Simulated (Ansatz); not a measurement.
YTe$_{3}$:
```yaml
crystal:
  lattice:
    - [2.16257, -13.13733, 0.00000]
    - [2.16257, 13.13733, 0.00000]
    - [0.00000, 0.00000, 4.33971]
  atoms:
    - { symbol: Y, position: [0.17146, 0.82854, 0.75000] }
    - { symbol: Y, position: [0.82854, 0.17146, 0.25000] }
    - { symbol: Te, position: [0.92479, 0.07521, 0.75000] }
    - { symbol: Te, position: [0.07521, 0.92479, 0.25000] }
    - { symbol: Te, position: [0.57509, 0.42491, 0.75000] }
    - { symbol: Te, position: [0.42491, 0.57509, 0.25000] }
    - { symbol: Te, position: [0.29346, 0.70654, 0.75000] }
    - { symbol: Te, position: [0.70654, 0.29346, 0.25000] }
```

Relaxed with r²SCAN. Special points in fractions of this cell's reciprocal vectors: Γ (0.000, 0.000, 0.000); Y (-0.500, 0.500, 0.000); C0 (-0.257, 0.743, 0.000); Σ0 (0.257, 0.257, 0.000); Z (0.000, 0.000, 0.500); A0 (0.257, 0.257, 0.500); E0 (-0.257, 0.743, 0.500); T (-0.500, 0.500, 0.500); S (0.000, 0.500, 0.000); R (0.000, 0.500, 0.500).

Question: List the band energies nearest the Fermi level at these points for r²SCAN in the plane-wave PAW code Ansatz.

Answer: In eV from the Fermi level; about four levels below and three above (degenerate sets whole), none deeper than 8.9 eV; points with the same levels are listed once.

```tsv
k	below	above
Γ	-0.76 -0.62 -0.39 -0.37	1.75 1.97 2.20
Y	-0.84 -0.76 -0.39 -0.37	1.74 1.99 2.20
C0	-1.40 -1.20 -0.66 -0.59	2.76 2.77 2.79
Z	-1.30 -1.30 -0.76 -0.76	2.79 2.79 2.81 2.81
A0	-2.13 -2.13 -1.53 -1.53	2.85 2.85 3.42 3.42
T	-1.19 -1.19 -0.53 -0.53	2.76 2.76 2.95 2.95
S	-1.31 -1.18 -0.67 -0.61	2.74 2.79 2.81
R	-2.11 -2.11 -1.53 -1.53	2.86 2.86 3.42 3.42
```

Space group Cmcm. The workflow started from a Materials Project entry (that database holds measured and hypothetical structures alike); the Crystallography Open Database copy checked does not list it. Whether it is the stable phase at ambient conditions was not checked. The cell was relaxed with r²SCAN under the symmetry of its start; its stability against distortions is not shown here. No spin polarisation was allowed. A crystal of weakly bound layers computed without a dispersion correction: the cell and the soft elastic constants depend strongly on that. Spin–orbit coupling is left out wherever it is not named.

Potentials: the later of the program's two PAW sets.
